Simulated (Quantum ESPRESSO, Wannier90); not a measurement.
## Wannier functions of TiO₂ (anatase)

```yaml
crystal:
  lattice:
    - [0.00000, -3.78254, 0.00000]
    - [3.78254, 0.00000, 0.00000]
    - [-1.89127, 1.89127, 4.80751]
  atoms:
    - { symbol: Ti, position: [0.00000, 0.00000, 0.00000] }
    - { symbol: Ti, position: [0.75000, 0.25000, 0.50000] }
    - { symbol: O, position: [0.95715, 0.45715, 0.91430] }
    - { symbol: O, position: [0.20715, 0.20715, 0.41430] }
    - { symbol: O, position: [0.79285, 0.79285, 0.58570] }
    - { symbol: O, position: [0.54285, 0.04285, 0.08570] }
```

Structure: Materials Project mp-390, symmetrised, not relaxed again. COD (Crystallography Open Database) has the formula in 6 space groups, this one among them (matched by group alone). Method: PBEsol plane waves in Quantum ESPRESSO 7.5 (PseudoDojo norm-conserving files, 68 Ry, no spin polarisation, no spin-orbit coupling), Bloch states on a 8×8×8 mesh through Γ, Wannier90 4.0.1. Density: 10×10×10 mesh, cold smearing 0.01 Ry.

Base run: 22 functions from bands 13-50 of the 50 computed, start hydrogen-like Ti: d; O: p, centres 0.05 Å off the atoms, frozen window up to 3.62 eV relative to the valence-band maximum, outer window open. Its settings: num_cg_steps = 5, trial_step = 2 and dis_mix_ratio = 0.5 (the program's defaults), conv_tol = 1.0e-6 over 4 steps, num_iter = 1000, dis_conv_tol = 1.0e-6, dis_num_iter = 1000. One of them is changed at a time.

| run | disentanglement steps | localisation steps | Ω_I (Å²) | Ω_total (Å²) | ended |
|---|---|---|---|---|---|
| base | 223 | 28 | 14.936 | 15.143 | converged |
| trial_step = 10.0 | 223 | 28 | 14.936 | 15.143 | converged |
| dis_mix_ratio = 0.2 | 632 | 28 | 14.936 | 15.142 | converged |
